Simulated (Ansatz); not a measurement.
Cu₂As:
```yaml
crystal:
  lattice:
    - [3.77725, 0.00000, 0.00000]
    - [0.00000, 3.77725, 0.00000]
    - [0.00000, 0.00000, 5.87802]
  atoms:
    - { symbol: As, position: [0.00000, 0.50000, 0.71363] }
    - { symbol: As, position: [0.50000, 0.00000, 0.28637] }
    - { symbol: Cu, position: [0.00000, 0.00000, 0.00000] }
    - { symbol: Cu, position: [0.50000, 0.50000, 0.00000] }
    - { symbol: Cu, position: [0.00000, 0.50000, 0.30077] }
    - { symbol: Cu, position: [0.50000, 0.00000, 0.69923] }
```

Relaxed with r²SCAN.

Question: Map the electron localisation function on the plane through (0.000, 0.500, 0.714) spanned by u = [1, 0, 0] and v = [0, 0, 1] in lattice vectors, from r²SCAN in the plane-wave PAW code Ansatz.

Answer: x is the fraction of u, y of v (the angle between them is 90°; rows are the nearest grid lines); atoms in the plane: As at (0.00, 0.00), Cu at (0.50, 0.29), Cu at (0.00, 0.59).
```
|51256654211245665215|
|11356653111135665311|
|66776642000024667766|
|77776531000013567777|
|77776420000002467777|
|55544210000001244555|
|11111100000000111111|
|22111110000001111122|
|54221110000001112245|
|98421111100111112489|
|98421111111111112489|
|54211112111121111245|
|22111121111112111122|
|11111211111111211111|
|11121111233211112111|
|11111112466421111111|
|11111123799732111111|
|22211123799732111222|
|44432111244211123444|
|55554211122111245555|
|56665421111112456665|
|45566542111124566554|
|11256654211245665211|
|51256654211245665215|
```
Scale: ten equal steps from 0.032 (start of '0') to 0.908 (end of '9'), in the order '0123456789'; x runs from 0.000 to 1.00, y from 0.000 (bottom) to 1.00 (top).

The density is the valence pseudo-density with augmentation charge, so density and ELF within about 1 Å of a nucleus are not all-electron values.

Space group P4/nmm. The workflow started from an entry of the Crystallography Open Database (COD). Whether it is the stable phase at ambient conditions was not checked. The r²SCAN relaxation kept the symmetry of its start; whether a distortion lowers the energy is not shown. The run is not spin-polarised.

Potentials: the later of the program's two PAW sets.
